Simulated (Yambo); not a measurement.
Yambo run on NaAuO2 (space group Cmcm, No. 63). The wavefunctions are LDA (pw.x of Quantum ESPRESSO, ONCV potentials, without SOC) ones on a 4×4×2 mesh (40 occupied bands); a = b = 5.9728 Å, c = 5.9805 Å, α = β = 90.00°, γ = 143.11°.

Yambo input:

```
rim_cut
HF_and_locXC
RandQpts= 1000000
RandGvec= 1 Ry
EXXRLvcs= 88 Ry
VXCRLvcs= 352 Ry
% QPkrange
 1 | 1 | 40 | 41 |
 2 | 2 | 40 | 41 |
 5 | 5 | 40 | 41 |
 6 | 6 | 40 | 41 |
 13 | 13 | 40 | 41 |
 14 | 14 | 40 | 41 |
%
```

k points by index: 1 = Γ, 2 = (0, 0, -0.5), 5 = (0, -0.5, 0), 6 = (0, -0.5, -0.5), 13 = (-0.5, -0.5, 0), 14 = (-0.5, -0.5, -0.5).

Resulting energies as the program prints them:

```
#    K-point    Band    Eo [eV]    Ehf [eV]    Vxc [eV]    Vnlxc [eV]
#
    1    40    0.000000    -5.824689    -21.01983    -26.84452
    1    41    1.954238    6.289809    -22.52213    -18.18656
    2    40    -0.743508    -6.759848    -20.37029    -26.38663
    2    41    1.516405    5.657438    -21.55320    -17.41217
    5    40    -0.347192    -6.100774    -20.42093    -26.17452
    5    41    1.792168    6.031646    -22.23911    -17.99964
    6    40    -0.938983    -6.753238    -20.26187    -26.07612
    6    41    1.358103    5.390271    -21.19756    -17.16539
    13    40    -0.054474    -5.899149    -21.17114    -27.01581
    13    41    1.559504    5.809290    -21.74892    -17.49913
    14    40    -0.609365    -6.647338    -20.51415    -26.55212
    14    41    0.889124    4.847086    -19.61476    -15.65680
```
Exchange alone, without screening.

Geometry of the Materials Project entry, not relaxed at this level.

The structure is a Materials Project entry; no match was found in the copy of COD used, and its stability was not checked.
